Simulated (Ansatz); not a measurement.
MgZn₃S₄:
```xyz
8
Lattice="6.2768 0.0000 0.0000 0.0000 3.8328 0.0000 -0.0050 0.0000 6.6604" Properties=species:S:1:pos:R:3 pbc="T T T"
Mg     3.1345     0.0000     4.4379
Zn     3.1342     1.9164     1.1140
Zn     6.2720     1.9164     5.5737
Zn     6.2696     0.0000     2.1933
S      0.6933     0.0000     4.4290
S      0.7984     1.9164     1.1138
S      3.9578     1.9164     5.6279
S      3.9412     0.0000     2.1515
```

Relaxed with PBEsol. Independent-particle spectrum: no excitons, no local fields, no scissors shift; 0.1 eV broadening; ε₁ of the summed bands alone.

**Question.** Tabulate the dielectric function from PBEsol in the plane-wave PAW code Ansatz.

**Answer.** 

```tsv
E (eV)	ε₁ xx	ε₂ xx	ε₁ yy	ε₂ yy	ε₁ zz	ε₂ zz
0.0	5.94	0.00	5.89	0.00	5.86	0.00
0.3	5.96	0.00	5.91	0.00	5.88	0.00
0.6	6.00	0.00	5.95	0.00	5.92	0.00
0.9	6.07	0.00	6.03	0.00	5.99	0.00
1.2	6.18	0.00	6.14	0.00	6.10	0.00
1.5	6.34	0.00	6.29	0.00	6.25	0.00
1.8	6.55	0.00	6.52	0.00	6.47	0.00
2.1	6.87	0.00	6.88	0.00	6.81	0.00
2.4	7.50	0.25	7.47	0.42	7.40	0.37
2.7	7.61	0.73	7.51	0.82	7.45	0.78
3.0	7.78	0.95	7.69	1.02	7.62	0.97
3.3	8.11	1.13	8.04	1.22	7.96	1.16
3.6	8.60	1.35	8.62	1.55	8.52	1.44
3.9	9.42	1.63	9.33	2.24	9.16	2.05
4.2	10.91	2.26	9.96	3.53	10.20	3.07
4.5	12.55	5.92	10.00	5.21	10.01	4.88
4.8	10.98	9.06	9.31	6.72	10.03	6.34
5.1	8.16	10.46	8.42	7.93	8.86	8.97
5.4	5.15	10.53	7.67	9.49	7.16	9.19
5.7	4.08	9.23	4.55	10.21	5.72	10.71
6.0	3.92	9.53	3.69	9.07	3.76	9.58
6.3	2.46	9.03	3.74	8.75	3.14	8.89
6.6	1.98	9.11	2.63	8.94	2.50	9.35
6.9	0.76	9.26	1.78	10.44	1.01	9.90
7.2	0.28	7.91	0.05	9.10	0.11	8.67
7.5	-0.51	8.85	-1.29	8.35	-1.03	8.57
7.8	-1.68	7.59	-1.92	7.18	-2.01	7.08
8.1	-2.72	6.98	-2.13	6.56	-1.79	6.41
8.4	-3.55	5.61	-2.51	6.05	-2.64	6.42
8.7	-2.99	4.27	-2.97	4.78	-3.12	4.76
9.0	-2.53	3.46	-2.46	3.88	-2.60	3.77
9.3	-2.02	3.09	-2.22	3.70	-2.12	3.53
9.6	-1.32	3.27	-2.03	3.36	-1.90	3.37
9.9	-1.93	3.42	-2.15	3.23	-2.12	3.27
10.2	-2.09	2.89	-2.22	2.85	-2.14	2.83
10.5	-2.20	2.57	-2.23	2.44	-2.21	2.54
10.8	-2.15	1.96	-2.11	1.93	-2.14	1.93
11.1	-1.77	1.60	-1.79	1.60	-1.76	1.62
11.4	-1.53	1.48	-1.52	1.51	-1.52	1.52
11.7	-1.39	1.41	-1.43	1.40	-1.42	1.43
12.0	-1.32	1.25	-1.33	1.26	-1.33	1.26
```

**Question.** From ε at 2.8 eV (xx: 7.65 + 0.81i), find n, k, the normal reflectivity and the absorption coefficient.

**Answer.** n = 2.77, k = 0.146, R = 22 %, α = 2kE/ħc = 41000 cm⁻¹.

With all bands, ε∞ without local fields is 6.02 (xx), 5.97 (yy), 5.94 (zz). DFPT, with local fields, gives 5.56 (xx), 5.53 (yy), 5.47 (zz).

Space group Pm. The first step of the workflow began from a Materials Project structure, measured or hypothetical; the Crystallography Open Database copy checked does not list it. With Mg and Zn taken as one species the cell has the higher symmetry P6_3mc, so it may be an ordered model of a mixed-site phase. Its standing as an ambient phase is unchecked. The PBEsol relaxation kept the symmetry of its start; of distortions, only those at the zone centre were tested.

Potentials: the later of the program's two PAW sets.
